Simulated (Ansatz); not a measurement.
A geometry of Pb away from equilibrium: step 2 of the relaxation of a generated trial cell of Pb in the A7 structure type. Calculation: PBEsol (plane waves to 420 eV, PAW, scalar-relativistic; Ansatz, an electronic-structure program). Γ-centred k-mesh 9×9×9 on the run's cell (coarser than for final values), Fermi–Dirac smearing 0.05 eV. The plane waves were selected for a different cell earlier on the path.

```xyz
2
Lattice="2.1933 1.2663 4.0099 -2.1933 1.2663 4.0099 0.0000 -2.5326 4.0099" Properties=species:S:1:pos:R:3 pbc="T T T"
Pb     0.0000     0.0000     2.9251
Pb     0.0000     0.0000     9.1047
```

Give the Cartesian forces on all atoms (eV/Å).


```json
[
 {"atom": "Pb1", "Fx": "0.00", "Fy": "0.00", "Fz": "0.48"},
 {"atom": "Pb2", "Fx": "0.00", "Fy": "0.00", "Fz": "-0.48"}
]
```

The path ends in Fm-3m (No. 225) (fcc (Cu type)). No spin polarisation in the result.

The run could not lose the symmetry of its start.
